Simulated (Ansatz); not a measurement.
In PBEsol in the plane-wave PAW code Ansatz, Ti₃Al in the hexagonal phase (P6_3/mmc; Ti on 6h, Al on 2c) relaxes to a = 5.688 Å, c = 4.607 Å. Ti has 12 nearest neighbours from 2.79 Å (anticuboctahedral); Al has 12 nearest neighbours from 2.81 Å (anticuboctahedral). Its formation energy from the elements is -275 meV/atom, with no fitted shifts.

Electronic character: metallic (no gap).

The bulk modulus is 122 GPa. The relaxed-ion elastic constants in GPa are C11 = 192, C12 = 95.7, C13 = 69.9, C33 = 241, C44 = 57.6. The elastic constants imply a Debye temperature near 476 K. The highest mode at Γ lies at 319 cm⁻¹.

The PBEsol relaxation kept the symmetry of its start; of distortions, only those at the zone centre were tested. No spin polarisation was allowed. As this level gives no gap, shear constants depend on the k-mesh and smearing (Fermi–Dirac, 0.1 eV here). As this level gives no gap, phonon frequencies hold no LO–TO term and depend on the k-mesh and smearing (Fermi–Dirac, 0.1 eV here). Axis ratios of metals converge slowly with the k-mesh, so a and c are less sure than the volume. The references are the lowest solids computed at this level, not always the standard phases.

Potentials: the later of the program's two PAW sets.
